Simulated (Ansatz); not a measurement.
**Phonons of YbSe (rocksalt structure)**

The computed numbers are results of PBEsol, scalar-relativistic (no spin polarisation) in the plane-wave PAW code Ansatz at 420 eV, Gaussian smearing of 0.15 eV; PAW files: Ansatz's generated set soft_2.

```cif
data_structure
_symmetry_space_group_name_H-M 'P 1'
_symmetry_Int_Tables_number 1
_cell_length_a 4.0502
_cell_length_b 4.0502
_cell_length_c 4.0502
_cell_angle_alpha 60.000
_cell_angle_beta 60.000
_cell_angle_gamma 60.000
_cell_volume 46.98
loop_
_atom_site_label
_atom_site_type_symbol
_atom_site_fract_x
_atom_site_fract_y
_atom_site_fract_z
_atom_site_occupancy
Yb1 Yb 0.50000 0.50000 0.50000 1
Se1 Se 0.00000 0.00000 0.00000 1
```

The start was a prototype's sites filled with these elements; the Crystallography Open Database holds the compound in this structure.

Force constants come from finite displacements in a 2×2×2 supercell (the unit cell's 10×10×10 k-mesh, folded to it); the long-range dipole term is not included. Points in reciprocal vectors of this cell: Γ = (0.000, 0.000, 0.000), X = (0.500, 0.000, 0.500), U = (0.625, 0.250, 0.625), K = (0.375, 0.375, 0.750), L = (0.500, 0.500, 0.500), W = (0.500, 0.250, 0.750).

Frequencies at the named points (cm⁻¹, imaginary ones negative):
| point | ω (cm⁻¹) |
| --- | --- |
| Γ | 0 0 0 158 158 158 |
| X | 64 64 81 162 162 173 |
| U | 76 79 90 155 163 172 |
| K | 76 79 90 155 163 172 |
| L | 88 88 121 147 147 170 |
| W | 76 76 97 149 170 170 |

Q: Is the structure dynamically stable along this path, and where does the spectrum end?

A: Yes: no branch is imaginary beyond numerical noise. The highest frequency is 173 cm⁻¹, at X. Points that don't fit the supercell are interpolated.

Q: What does the harmonic approximation give for the vibrational free energy, entropy and heat capacity?

A: Zero-point energy 22.3 meV/atom.
| T (K) | F_vib (meV/atom) | S (J/K per mole of atoms) | C_V (J/K per mole of atoms) |
| --- | --- | --- | --- |
| 100 | 15.7 | 16.3 | 19.3 |
| 200 | -9.6 | 31.3 | 23.3 |
| 300 | -47.3 | 40.9 | 24.2 |
| 400 | -93.5 | 47.9 | 24.5 |
| 500 | -146.1 | 53.4 | 24.7 |
| 600 | -203.8 | 57.9 | 24.7 |
| 700 | -265.9 | 61.7 | 24.8 |
| 800 | -331.6 | 65.0 | 24.8 |
| 900 | -400.6 | 68.0 | 24.9 |
| 1000 | -472.4 | 70.6 | 24.9 |

The highest mode, 173 cm⁻¹, is worth 250 K. At 300 K the heat capacity has reached 97 % of the classical limit 3R = 24.9 J/K per mole of atoms, since all modes lie under k_BT.

The crystal is a metal or nearly so; low and unstable modes depend on mesh and smearing.

Run time: 2.2 min on 4 threads of Arm Neoverse V1, with other jobs on the host, peak memory 2.3 GiB.

Without a U the 4f levels of Yb lie too near the Fermi level, so their share of the states there, and what hangs on it, is overstated. Spin–orbit coupling, which matters for such heavy elements, is left out. Spin polarisation wasn't allowed in this run, so with an open shell this may not be the ground state.
